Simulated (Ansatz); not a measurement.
AlCuSnS4:
```cif
data_Al2Cu2S8Sn2
_chemical_formula_sum 'Al2 Cu2 Sn2 S8'
_space_group_name_H-M_alt 'P 1'
_space_group_IT_number 1
_cell_length_a 7.10986
_cell_length_b 7.10986
_cell_length_c 7.10986
_cell_angle_alpha 120.505
_cell_angle_beta 119.409
_cell_angle_gamma 90.078
loop_
_space_group_symop_operation_xyz
  'x, y, z'
loop_
_atom_site_label
_atom_site_type_symbol
_atom_site_fract_x
_atom_site_fract_y
_atom_site_fract_z
_atom_site_occupancy
Al1 Al 0.00000 0.00000 0.50000 1
Al2 Al 0.00000 0.50000 0.00000 1
Cu1 Cu 0.38249 0.63249 0.75000 1
Cu2 Cu 0.61751 0.36751 0.25000 1
Sn1 Sn 0.00000 0.00000 0.00000 1
Sn2 Sn 0.50000 0.00000 0.50000 1
S1 S 0.24047 0.73664 0.99617 1
S2 S 0.75953 0.26336 0.00383 1
S3 S 0.24047 0.24429 0.50383 1
S4 S 0.75953 0.75571 0.49617 1
S5 S 0.22953 0.74876 0.48077 1
S6 S 0.77047 0.25124 0.51923 1
S7 S 0.76799 0.74876 0.01923 1
S8 S 0.23201 0.25124 0.98077 1
```

Relaxed with LDA.

### Question
Which orbitals make up the states near the band edges in DFT-LDA in the program Ansatz with PAW potentials?

### Answer
Top 1 eV of the valence band: S 3p 53 %, Cu 3d 39 %. Bottom 1 eV of the conduction band: S 3p 50 %, Sn 5s 31 %, Cu 3d 6 %, outside the projected shells 8 %. Projections are on Löwdin-orthogonalised atomic valence shells; empty p or d shells of many metals are not among them.

### Question
Tabulate the density of states.

### Answer
States/eV per cell of 14 atoms, in 0.25 eV bins, energy from the valence-band maximum.

```tsv
E (eV)	total	S 3p	Cu 3d	Sn 5p
-7.86	4.24	1.84	0.03	0.01
-7.61	4.94	2.06	0.05	0.01
-7.36	4.05	1.70	0.08	0.01
-7.11	2.12	0.88	0.06	0.00
-6.86	0.01	0.01	0.00	0.00
-6.61	0.99	0.66	0.01	0.00
-6.36	4.10	2.63	0.08	0.08
-6.11	7.64	4.79	0.27	0.22
-5.86	6.68	4.22	0.36	0.34
-5.61	4.09	2.61	0.17	0.61
-5.36	7.05	4.55	0.31	1.09
-5.11	6.75	4.39	0.34	0.98
-4.86	5.54	3.70	0.31	0.58
-4.61	5.84	3.99	0.36	0.56
-4.36	7.71	5.27	0.62	0.71
-4.11	10.71	7.27	1.21	0.83
-3.86	10.40	6.85	1.55	0.72
-3.61	6.95	4.46	1.23	0.39
-3.36	14.33	8.39	4.59	0.38
-3.11	20.02	11.90	6.08	0.66
-2.86	12.14	7.29	3.31	0.59
-2.61	7.89	4.10	3.05	0.28
-2.36	10.90	5.63	4.22	0.44
-2.11	13.82	7.15	5.55	0.30
-1.86	15.62	5.29	9.10	0.24
-1.61	10.54	4.72	4.97	0.13
-1.36	16.26	5.58	9.07	0.39
-1.11	12.70	5.55	5.89	0.29
-0.86	9.62	4.64	4.14	0.17
-0.61	11.80	6.08	4.82	0.14
-0.36	10.20	5.75	3.80	0.09
-0.11	5.72	3.48	1.95	0.04
0.14	0.00	0.00	0.00	0.00
0.39	0.00	0.00	0.00	0.00
0.64	0.30	0.14	0.05	0.00
0.89	1.09	0.52	0.12	0.01
1.14	1.81	0.89	0.12	0.03
1.39	2.64	1.33	0.12	0.04
1.64	3.17	1.61	0.11	0.06
1.89	3.80	1.95	0.11	0.07
2.14	3.45	1.75	0.10	0.05
2.39	0.59	0.16	0.02	0.01
2.64	0.95	0.21	0.02	0.04
2.89	1.77	0.39	0.03	0.17
3.14	3.21	0.71	0.04	0.42
3.39	5.80	1.24	0.06	0.94
3.64	5.90	1.14	0.05	1.09
3.89	5.99	1.03	0.04	1.25
4.14	6.54	0.99	0.03	1.65
4.39	8.40	1.22	0.04	1.91
4.64	8.07	1.15	0.04	1.90
4.89	8.07	1.19	0.04	1.92
5.14	9.88	1.63	0.05	2.67
5.39	12.32	2.10	0.06	3.22
```

Space group Imma. The first step of the workflow began from a Materials Project structure, measured or hypothetical; the Crystallography Open Database copy checked does not list it. Its standing as an ambient phase is unchecked. The cell was relaxed with LDA under the symmetry of its start; whether a distortion lowers the energy is not shown. The run is not spin-polarised. Scalar-relativistic: spin–orbit coupling is off unless named, which matters more the heavier the elements.

Potentials: the later of the program's two PAW sets.
